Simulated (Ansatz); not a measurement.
Sn₄Pd (space group Ccce)

```
CELL_PARAMETERS angstrom
      3.22131    -5.71110     0.00000
      3.22131     5.71110     0.00000
      0.00000     0.00000     6.39775
ATOMIC_POSITIONS crystal
  Sn 0.20610 0.45789 0.33095
  Sn 0.79390 0.54211 0.33095
  Sn 0.45789 0.20610 0.66905
  Sn 0.54211 0.79390 0.66905
  Sn 0.29390 0.04211 0.16905
  Sn 0.70610 0.95789 0.16905
  Sn 0.04211 0.29390 0.83095
  Sn 0.95789 0.70610 0.83095
  Pd 0.50000 0.50000 0.00000
  Pd 0.00000 0.00000 0.50000
```

The slice is a (130) plane (indices of the conventional cell) through the point (0.000, 0.000, 0.500) (fractional), spanned by u = [001] and v = [210] in vectors of this cell: u (6.40 Å) and v (11.23 Å, at 90° to u). It covers one period; positions are fractions (u, v).

These are PBEsol (plane waves to 420 eV, PAW, scalar-relativistic; Ansatz, an electronic-structure program) values and carry that method's errors. k mesh 8×8×8. These are valence fields of a PAW run, semicore shells included where kept as valence: close to a nucleus they are smooth pseudo fields. Sn4Pd is run without spin polarisation. Sn4Pd was relaxed with its symmetry unable to fall.

Q: Sketch the electrostatic potential energy of an electron, from the cell's mean on this plane as a map.

A: 
```
v \ u   0.00   0.12   0.25  0.38  0.50   0.62   0.75   0.88
-----  -----  -----  -----  ----  ----  -----  -----  -----
0.93       x   -0.3    5.3   5.5   4.0  <-2.0   -1.1   -0.5
0.86     3.0  <-2.0  <-2.0   4.6   0.6      x      x    3.5
0.79   <-2.0      x      x   1.6   3.4  <-2.0  <-2.0    4.4
0.71     0.0      x      x   3.7   6.2    5.3    4.1    4.2
0.64     3.4    3.5    3.9   6.1   7.0    5.5  <-2.0  <-2.0
0.57     3.8    6.2    4.7   4.3   6.1    5.3  <-2.0  <-2.0
0.50     5.4    6.1    3.3   2.3   5.3    6.1    3.3    2.3
0.43     3.8    6.2    4.7   4.3   6.1    5.3  <-2.0  <-2.0
0.36     3.4    3.5    3.9   6.1   7.0    5.5  <-2.0  <-2.0
0.29     0.0      x      x   3.7   6.2    5.3    4.1    4.2
0.21   <-2.0      x      x   1.6   3.4  <-2.0  <-2.0    4.4
0.14     3.0  <-2.0  <-2.0   4.6   0.6      x      x    3.5
0.07       x   -0.3    5.3   5.5   4.0  <-2.0   -1.1   -0.5
0.00       x      x    4.9   5.0   5.7    5.0    4.9      x
```

Values: electrostatic potential energy of an electron, from the cell's mean, in eV. Points within 1 Å of a nucleus are blanked (x), as the pseudised field means little there. Values under -2 eV are set to -2. The zero, the cell's mean, hangs on the PAW cores.
